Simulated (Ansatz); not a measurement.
Pt (P6_3/mmc), two-dimensional strain map

All numbers below come from DFT r2SCAN, scalar-relativistic, plane waves, PAW in Ansatz 0.2.0. Settings: plane waves to 500 eV, k-mesh 18×18×10 (Γ-centred), Gaussian smearing 0.15 eV. Spin–orbit coupling is left out, which can shift energies with elements as heavy as these. No spin polarisation. Energies are free energies at this smearing, counted from the undisturbed cell; pressure is positive in compression.

Zero of the scan (as given, not relaxed at this level; it stands at -6.4 GPa; this form isn't the usual structure):

```
CELL_PARAMETERS angstrom
2.76067 0.00000 0.00000
-1.38033 2.39081 0.00000
0.00000 0.00000 4.79213
ATOMIC_POSITIONS crystal
Pt 0.66667 0.33333 0.75000
Pt 0.33333 0.66667 0.25000
```

The cell is strained by p along both x and y and by q along z, fractional coordinates fixed. Points are written (p, q).

p was sampled at -0.050, -0.025, 0.000, 0.025, 0.050 and q at -0.050, -0.025, 0.000, 0.025, 0.050.

Where on the computed points is the energy highest, and how high?

At (0.050, 0.050): 302.5 meV/atom.

Away from (0, 0), which computed point is lowest?

(0.000, -0.025): -3.1 meV/atom.

The map, in meV/atom:

| p \ q | -0.050 | -0.025 | 0.000 | 0.025 | 0.050 |
| --- | --- | --- | --- | --- | --- |
| -0.050 | 234.1 | 155.3 | 110.2 | 91.7 | 94.2 |
| -0.025 | 74.3 | 25.6 | 5.4 | 8.0 | 28.2 |
| 0.000 | 16.7 | -3.1 | 0.0 | 22.0 | 58.6 |
| 0.025 | 32.3 | 40.4 | 65.7 | 105.6 | 157.2 |
| 0.050 | 99.0 | 133.9 | 180.4 | 237.3 | 302.5 |